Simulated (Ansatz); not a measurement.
MnGe (L1₀ or tetragonal B2, P4/mmm) at seven volumes, PBE (plane waves, PAW; program Ansatz), shape and atoms relaxed at each. One row is withheld.

| V (Å³/atom) | P (GPa) |
|---|---|
| 12.640 | 6.35 |
| 13.056 | 3.73 |
| 13.473 | 1.79 |
| 13.890 | 0.06 |
| 14.306 | -1.75 |
| 14.723 | ? |
| 15.140 | -5.23 |

Question: Fit the shown pressures and predict the withheld one.

Answer: P = (3/2)B₀(x^(7/2) − x^(5/2))[1 + (3/4)(B′ − 4)(x − 1)] with x = (V₀/V)^(2/3). Least squares on the six rows gives V₀ = 13.873 Å³/atom, B₀ = 63.1 GPa, B′ = 1.44. At V = 14.723, x = 0.9611 and P = -3.58 GPa. The run itself gave -3.61 GPa.

A made-up cell: these elements were put on the sites of a structure type; neither database checked (COD, Materials Project) lists it. Whether it is the stable phase at ambient conditions was not checked. Symmetry was held in the PBE relaxation, as lowered by the spin order; its stability against distortions is not shown here. The final state is antiferromagnetic, chosen from 4 collinear starts compared on coarse meshes (ties went to the first, and starts can fall back to one state), not a proven ground state.

Potentials: the later of the program's two PAW sets.
